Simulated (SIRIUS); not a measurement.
A self-consistent single point of Cu₃Sn (P6_3/mmc, 8 atoms in the cell; from Materials Project mp-13138, changed as shown).

```
CELL_PARAMETERS angstrom
      5.39665     0.00000     0.00000
     -2.69833     4.67364     0.00000
      0.00000     0.00000     4.18724
ATOMIC_POSITIONS crystal
  Cu 0.15577 0.84423 0.75000
  Cu 0.84423 0.15577 0.25000
  Cu 0.31154 0.15577 0.25000
  Cu 0.68846 0.84423 0.75000
  Cu 0.15577 0.31154 0.75000
  Cu 0.84423 0.68846 0.25000
  Sn 0.33333 0.66667 0.25000
  Sn 0.66667 0.33333 0.75000
```

Computed with LDA (PW92), GBRV LDA ultrasoft pseudopotentials (plane waves; SIRIUS 7.12.0).

SIRIUS settings:

```
setting                                                               value
--------------------------------------  -----------------------------------
parameters.ngridk                                                     6 6 6
parameters.xc_functionals                           [XC_LDA_X, XC_LDA_C_PW]
parameters.gk_cutoff                                           6.325 1/bohr
parameters.pw_cutoff                                          14.143 1/bohr
parameters.smearing                                             fermi_dirac
parameters.smearing_width                                     0.00367493 Ha
potentials                              GBRV LDA ultrasoft pseudopotentials
parameters.electronic_structure_method                      pseudopotential
parameters.num_bands                                                     85
parameters.num_mag_dims                                                   0
parameters.num_dft_iter                                                 100
parameters.energy_tol                                              1e-07 Ha
parameters.density_tol                                                1e-06
mixer.type                                                         broyden2
mixer.beta                                                              0.5
mixer.use_hartree                                                     false
```

Results:

- Number of valence electrons: 142
- Number of bands: 85
- Number of k-points after the program's reduction: 28
- Number of plane waves (most at a k-point): 3068
- Number of SCF iterations: 26
- FFT grid: 48 × 48 × 40
- Free energy E − TS: -37268.2903 eV
- Fermi level (on the code's own zero): 16.98 eV
- Pressure: 1.79 GPa
- Largest force (vector length): 0.011 eV/Å

Forces (eV/Å):
```json
[
 {"atom": "Cu1", "Fx": "-0.009", "Fy": "0.005", "Fz": "0.000"},
 {"atom": "Cu2", "Fx": "0.009", "Fy": "-0.005", "Fz": "0.000"},
 {"atom": "Cu3", "Fx": "-0.009", "Fy": "-0.005", "Fz": "0.000"},
 {"atom": "Cu4", "Fx": "0.009", "Fy": "0.005", "Fz": "0.000"},
 {"atom": "Cu5", "Fx": "0.000", "Fy": "-0.011", "Fz": "0.000"},
 {"atom": "Cu6", "Fx": "0.000", "Fy": "0.011", "Fz": "0.000"},
 {"atom": "Sn7", "Fx": "0.000", "Fy": "0.000", "Fz": "0.000"},
 {"atom": "Sn8", "Fx": "0.000", "Fy": "0.000", "Fz": "0.000"}
]
```

Stress (GPa, positive for compression):
```
1.46  0.00  0.00
0.00  1.46  0.00
0.00  0.00  2.43
```

For comparison: a first run was changed to give this one (lattice scaled by 0.98), and from it to this one the free energy drops by 11.8 meV/atom, the pressure goes from -6.39 to 1.79 GPa and the largest force goes from 0.116 to 0.011 eV/Å.

The structure comes from a collection of computed structures, made at another level of theory; the collection holds predicted forms beside known ones. No clean gap shows at this smearing width and mesh (spacing up to 0.25 Å⁻¹); the mesh is coarse for partly filled bands, so the values carry mesh errors.

Cost on one core: about 4 core-minutes (a rough figure).
